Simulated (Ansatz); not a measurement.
EuSb in the antiNiAs structure

The computed numbers are results of PBE, scalar-relativistic (collinear spin) in the plane-wave PAW code Ansatz at 420 eV, 8×8×6 k-mesh, Gaussian smearing of 0.05 eV; PAW files: Ansatz's generated set soft_2.

```cif
data_structure
_symmetry_space_group_name_H-M 'P 1'
_symmetry_Int_Tables_number 1
_cell_length_a 4.9084
_cell_length_b 4.9084
_cell_length_c 6.6225
_cell_angle_alpha 90.000
_cell_angle_beta 90.000
_cell_angle_gamma 120.000
_cell_volume 138.18
loop_
_atom_site_label
_atom_site_type_symbol
_atom_site_fract_x
_atom_site_fract_y
_atom_site_fract_z
_atom_site_occupancy
Eu1 Eu 0.33333 0.66667 0.25000 1
Eu2 Eu 0.66667 0.33333 0.75000 1
Sb1 Sb 0.00000 0.00000 0.00000 1
Sb2 Sb 0.00000 0.00000 0.50000 1
```

The start was a prototype's sites filled with these elements, not a measured cell.

Magnetic state: ferromagnetic, site spin moments Eu 6.75; Sb -0.06 μB.

The geometry was relaxed with PBE and stays fixed; the gap of the first row includes a band path, the others are on their meshes. A negative pressure means that the level wants a smaller cell.

```
level  k-mesh  gap (eV)  P (GPa)  largest spin moment (μB)  f electrons (Löwdin)
  PBE   8×8×6     metal      0.0                      6.75                  6.82
```

What do the gap, the largest spin moment and the pressure become under LDA (8×8×6)?

Gap zero (metallic), pressure -3.7 GPa, largest spin moment 6.74 μB.

And under PBEsol (8×8×6): gap, the largest spin moment, pressure?

Gap zero (metallic), pressure -2.2 GPa, largest spin moment 6.74 μB.

**Why the levels differ.**

To first order a pressure P at this geometry moves the equilibrium volume by ΔV/V ≈ P/B0, with B0 = 37 GPa from PBE's equation of state: PBEsol −2.21/37.1 = −6.0 %, about 32.5 Å³/atom; LDA −3.67/37.1 = −9.9 %, about 31.1 Å³/atom (from 34.54). These are estimates, not relaxations, and those over 6 % overshoot where the cell shrinks, since it stiffens.

The pressures rise from LDA over PBEsol to PBE. The gradient terms favour an uneven density and so weaken the binding; PBEsol's are smaller than PBE's, and LDA has none.

No row holds spin–orbit coupling, which matters for elements this heavy.

Without a U the 4f levels of Eu lie too near the Fermi level, so their share of the states there, and what hangs on it, is overstated.

Pressures are a third of the stress tensor's trace.
